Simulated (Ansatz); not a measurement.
One crystal and one scan (scan of one atom of the cell) at two levels, PBE (plane waves to 420 eV, PAW, scalar-relativistic; Ansatz, an electronic-structure program) and PBEsol (plane waves to 420 eV, PAW, scalar-relativistic; Ansatz), each from its own relaxed cell and on its own mesh.

The crystal is SnO2 (rutile); one O atom of a 6-atom cell moves by s along Cartesian x, with its periodic images.

E stands for the smeared free energy. SnO2 was relaxed with its symmetry unable to fall. The PAW data are Ansatz's earlier set.

```csv
quantity,run 1,run 2
Lattice constant a (Å),4.828,4.769
Lattice constant c (Å),3.238,3.211
Relaxed volume (Å³/atom),12.58,12.17
Force constant k = d²E/ds² at s = 0 (finite differences) (eV/Å²),11.82,12.72
```

Question: Which run is which level?

Answer: Run 1 is PBE, run 2 is PBEsol. PBE gives the higher value for: lattice constant a; lattice constant c; relaxed volume. PBE gives the lower value for: force constant k = d²E/ds² at s = 0. Both give the same shape of the curve: a single well with its minimum at or next to zero displacement.

(For displaced atoms, the force is minus the slope of the energy, and its curvature is a force constant, which sets phonon frequencies.)
